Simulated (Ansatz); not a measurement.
P:
```yaml
crystal:
  lattice:
    - [2.42172, 0.00000, 0.00000]
    - [0.00000, 2.42172, 0.00000]
    - [0.00000, 0.00000, 2.42172]
  atoms:
    - { symbol: P, position: [0.00000, 0.00000, 0.00000] }
```

Relaxed with r²SCAN+D4.

Problem. List the phonon frequencies at the special points (DFPT on a 5×5×5 q-mesh, Fourier-interpolated; plane-wave PAW r²SCAN+D4 (Ansatz code)).

Solution. In cm⁻¹.

```tsv
q	frequencies
Γ	0 0 0
X	196 196 252
M	177 177 276
R	232 232 232
```

Space group Pm-3m (simple cubic). This is a known high-pressure phase of the composition, computed here at zero pressure and temperature. The r²SCAN+D4 relaxation kept the symmetry of its start; phonons on a q-mesh show no instability. The volume moved by -29 % from the start of the relaxation. As this level gives no gap, phonon frequencies hold no LO–TO term and depend on the k-mesh and smearing (Fermi–Dirac, 0.1 eV here).

Potentials: the later of the program's two PAW sets.
